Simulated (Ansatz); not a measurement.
The relaxed structure here is a generated cell of As2Se3: the first start was made by placing the elements on the sites of a structure type, and the end was not matched to a known phase here, so it may be hypothetical.

A relaxed structure of As2Se3. Space group Pnma (No. 62), AFLOW prototype A3B2_oP20_62_3c_2c (D5_8, as in Sb2S3). These are PBEsol (plane waves to 420 eV, PAW, scalar-relativistic; Ansatz, an electronic-structure program) values and carry that method's errors.

```cif
data_As8Se12
_chemical_formula_sum 'As8 Se12'
_space_group_name_H-M_alt 'Pnma'
_space_group_IT_number 62
_space_group_name_Hall '-P 2ac 2n'
_cell_length_a 11.92161
_cell_length_b 3.71817
_cell_length_c 10.66833
_cell_angle_alpha 90.000
_cell_angle_beta 90.000
_cell_angle_gamma 90.000
loop_
_space_group_symop_operation_xyz
  'x, y, z'
  '-x, -y, -z'
  '-x+1/2, -y, z+1/2'
  'x+1/2, y, -z+1/2'
  'x+1/2, -y+1/2, -z+1/2'
  '-x+1/2, y+1/2, z+1/2'
  '-x, y+1/2, -z'
  'x, -y+1/2, z'
loop_
_atom_site_label
_atom_site_type_symbol
_atom_site_symmetry_multiplicity
_atom_site_Wyckoff_symbol
_atom_site_fract_x
_atom_site_fract_y
_atom_site_fract_z
_atom_site_occupancy
As1 As 4 c 0.46051 0.25000 0.33346 1
As2 As 4 c 0.13202 0.25000 0.54274 1
Se1 Se 4 c 0.29325 0.25000 0.19279 1
Se2 Se 4 c 0.05067 0.75000 0.36123 1
Se3 Se 4 c 0.13025 0.25000 0.95645 1
```

| Property | Value |
|---|---|
| Volume per atom | 23.64 Å³ |
| Band gap | 0.55 eV, indirect (valence top at k = (0, 0, 0.3333), conduction bottom at U) (no spin-orbit coupling) |
| Smallest direct gap | 0.59 eV at k = (0, 0, 0.3333) |
| Shortest distances | As–Se 2.41 Å; Se–Se 3.18 Å |
| k-mesh | 3×7×3 |

Band energies at high-symmetry points (eV from the VBM; labels of this space group; no spin-orbit coupling), from −5 eV up to 5.6 eV:

| point | energies |
|---|---|
| Γ | -4.80 -4.51 -4.33 -4.17 -4.04 -3.75 -3.60 -3.46 -3.13 -2.97 -2.92 -2.81 -2.76 -2.76 -2.68 -2.56 -2.49 -2.17 -1.93 -1.92 -1.81 -1.52 -1.27 -1.24 -1.12 -1.11 -0.97 -0.72 -0.71 -0.70 -0.59 -0.47 -0.31 -0.12 1.03 1.09 1.16 1.23 1.63 1.67 1.88 2.09 2.13 2.14 2.32 2.34 2.44 2.55 2.58 2.60 3.06 3.14 3.15 3.72 3.72 3.86 4.10 4.47 4.81 4.96 |
| X | -4.81 -4.81 -4.24 -4.24 -3.82 -3.82 -3.64 -3.64 -3.07 -3.07 -2.99 -2.99 -2.69 -2.69 -2.38 -2.38 -2.12 -2.12 -1.94 -1.94 -1.78 -1.78 -1.56 -1.56 -0.92 -0.92 -0.89 -0.89 -0.62 -0.62 -0.58 -0.58 -0.01 -0.01 0.82 0.82 1.18 1.18 1.86 1.86 1.98 1.98 2.09 2.09 2.19 2.19 2.53 2.53 2.61 2.61 2.96 2.96 3.44 3.44 3.82 3.82 4.48 4.48 4.68 4.68 |
| S | -4.72 -4.72 -4.72 -4.72 -4.52 -4.52 -4.52 -4.52 -3.70 -3.70 -3.70 -3.70 -3.34 -3.34 -3.34 -3.34 -3.04 -3.04 -3.04 -3.04 -1.98 -1.98 -1.98 -1.98 -1.43 -1.43 -1.43 -1.43 -0.67 -0.67 -0.67 -0.67 1.79 1.79 1.79 1.79 1.94 1.94 1.94 1.94 2.41 2.41 2.41 2.41 3.17 3.17 3.17 3.17 3.87 3.87 3.87 3.87 4.77 4.77 4.77 4.77 5.31 5.31 5.31 5.31 |
| Y | -4.75 -4.75 -4.67 -4.67 -4.50 -4.50 -4.35 -4.35 -3.89 -3.89 -3.85 -3.85 -3.39 -3.39 -3.33 -3.33 -3.29 -3.29 -2.80 -2.80 -1.71 -1.71 -1.70 -1.70 -1.49 -1.49 -1.48 -1.48 -0.84 -0.84 -0.66 -0.66 1.43 1.43 1.47 1.47 2.03 2.03 2.11 2.11 2.49 2.49 2.97 2.97 3.12 3.12 3.23 3.23 3.58 3.58 3.94 3.94 4.65 4.65 4.90 4.90 4.93 4.93 5.41 5.41 |
| Z | -4.31 -4.31 -3.52 -3.52 -3.37 -3.37 -3.31 -3.31 -2.92 -2.92 -2.60 -2.60 -2.33 -2.33 -2.30 -2.30 -2.09 -2.09 -1.81 -1.81 -1.48 -1.48 -0.84 -0.84 -0.84 -0.84 -0.65 -0.65 -0.50 -0.50 -0.29 -0.29 0.62 0.62 1.29 1.29 1.77 1.77 1.97 1.97 2.10 2.10 2.11 2.11 2.47 2.47 3.01 3.01 3.33 3.33 3.56 3.56 3.64 3.64 4.29 4.29 4.69 4.69 |
| U | -4.33 -4.33 -3.47 -3.47 -3.44 -3.44 -3.39 -3.39 -3.15 -3.15 -2.59 -2.59 -2.35 -2.35 -2.23 -2.23 -2.17 -2.17 -1.39 -1.39 -1.18 -1.18 -1.05 -1.05 -0.84 -0.84 -0.66 -0.66 -0.53 -0.53 -0.39 -0.39 0.55 0.55 1.40 1.40 1.65 1.65 1.77 1.77 2.11 2.11 2.17 2.17 2.64 2.64 3.05 3.05 3.26 3.26 3.59 3.59 3.60 3.60 4.35 4.35 4.59 4.59 |
| R | -4.30 -4.30 -4.30 -4.30 -3.82 -3.82 -3.82 -3.82 -3.19 -3.19 -3.19 -3.19 -2.83 -2.83 -2.83 -2.83 -1.84 -1.84 -1.84 -1.84 -1.44 -1.44 -1.44 -1.44 -1.06 -1.06 -1.06 -1.06 1.38 1.38 1.38 1.38 2.00 2.00 2.00 2.00 2.88 2.88 2.88 2.88 3.36 3.36 3.36 3.36 4.09 4.09 4.09 4.09 4.57 4.57 4.57 4.57 5.20 5.20 5.20 5.20 |
| T | -4.94 -4.94 -4.54 -4.54 -4.33 -4.33 -3.93 -3.93 -3.51 -3.51 -3.44 -3.44 -2.93 -2.93 -2.92 -2.92 -2.79 -2.79 -1.83 -1.83 -1.83 -1.83 -1.59 -1.59 -1.59 -1.59 -0.96 -0.96 -0.91 -0.91 1.42 1.42 1.57 1.57 2.19 2.19 2.23 2.23 2.52 2.52 2.53 2.53 3.08 3.08 3.17 3.17 4.16 4.16 4.20 4.20 4.56 4.56 4.66 4.66 5.31 5.31 5.47 5.47 |

No spin polarisation in the result.

The run could not lose the symmetry of its start: the end is stationary, and may be a saddle point rather than a minimum.
